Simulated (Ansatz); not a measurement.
**Ti stretched along one axis: stress**

Cell: a structure deposited in the COD, whose atoms a relaxation with PBE at fixed cell left in place.

```xyz
2
Lattice="2.9500 0.0000 0.0000 -1.4750 2.5548 0.0000 0.0000 0.0000 4.6860" Properties=species:S:1:pos:R:3 pbc="T T T"
Ti    0.0000    1.7032    1.1715
Ti    1.4750    0.8516    3.5145
```

Sites (sets of like atoms) are named by element and the number of their first atom in this list.

Level of theory: DFT, PBE, plane waves and PAW, scalar-relativistic, 420 eV cutoff, Γ-centred 18×18×10 k-points, Fermi–Dirac smearing 0.05 eV (Ansatz 0.2.0).

The cell is stretched along z (the third Cartesian axis of the run's cell), x and y held, and the ions relax again each time. Tension counts as positive.

| strain along z (%) | stress along z (GPa) | stress along x (GPa) |
| --- | --- | --- |
| -3 | -3.9 | -0.8 |
| -2 | -1.9 | 0.0 |
| -1 | 0.1 | 0.8 |
| 0 | 2.0 | 1.5 |
| +1 | 3.7 | 2.2 |
| +2 | 5.4 | 2.8 |
| +3 | ? | ? |

(1) Estimate the row at +3 % from the others.

Results:

(1) stress along z (GPa): 6.9; stress along x (GPa): 3.4. Worked: parabolas through the other 6 rows give 6.9 and 3.4 GPa at +3 %. Their slopes at zero strain are 181 GPa (the stiffness along z) and 70 GPa (the coupling of z to x). They hold at this cell, where the calculated pressure is -1.7 GPa, and with no gap in the run.

All values belong to this cell and structure model.
